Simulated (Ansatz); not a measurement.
# Si₂Mo: a ladder of calculations

Cell of run 1: a COD entry, its atoms then relaxed with PBE in this cell.

```cif
data_structure
_symmetry_space_group_name_H-M 'P 1'
_symmetry_Int_Tables_number 1
_cell_length_a 4.5353
_cell_length_b 4.5353
_cell_length_c 4.5353
_cell_angle_alpha 138.684
_cell_angle_beta 138.684
_cell_angle_gamma 59.857
_cell_volume 40.25
loop_
_atom_site_label
_atom_site_type_symbol
_atom_site_fract_x
_atom_site_fract_y
_atom_site_fract_z
_atom_site_occupancy
Si1 Si 0.33493 0.33493 0.00000 1
Si2 Si 0.66507 0.66507 0.00000 1
Mo3 Mo 0.00000 0.00000 0.00000 1
```

Atom numbers follow the list; atoms alike are taken as one site, whose name carries the number of the first.

All runs are DFT with Ansatz 0.2.0 (plane waves and PAW, scalar-relativistic unless spin–orbit coupling is named, Γ-centred meshes, Fermi–Dirac smearing where given) in this cell.

Run 1: PBE, atoms relaxed; 420 eV, 20×20×20 k-points, smearing 0.05 eV.
Run 2: r2SCAN, at the relaxed atoms; 500 eV, 20×20×20 k-points, smearing 0.05 eV.
Run 3: PBE with spin–orbit coupling, at the relaxed atoms; 420 eV, 20×20×20 k-points, smearing 0.05 eV.
Run 4: LDA, at the relaxed atoms; 420 eV, 20×20×20 k-points, smearing 0.05 eV.
Run 5: PBEsol, at the relaxed atoms; 420 eV, 20×20×20 k-points, smearing 0.05 eV.

| run | Si V_zz (η) | Mo V_zz (η) |
| --- | --- | --- |
| 1 | -1.08 (0.00) | -5.84 (0.00) |
| 2 | -1.11 (0.00) | -5.98 (0.00) |
| 3 | -1.07 (0.00) | -5.84 (0.00) |
| 4 | -1.07 (0.00) | -5.93 (0.00) |
| 5 | ? | ? |

V_zz in 10²¹ V/m².

(1) Estimate the row of run 5.

Answers

(1) Si: -1.08 (0.00); Mo: -5.93 (0.00). It lies nearest to run 4, from whose tensors on these sites it differs by 0.01 at most (largest principal value of the difference). Taken one at a time, the functional (between the two that differ most) moves the tensors on these sites by up to 0.14 (largest principal value of the change, on Mo), spin–orbit coupling by 0.00.

In runs 1, 2, 3, 4, 5 there is no gap above 0.1 eV, so the gradients can move by 10 % or more with the k-mesh. The cell isn't the equilibrium one in run 4 (calculated pressure -6 GPa), and the entry's cell may itself be off.
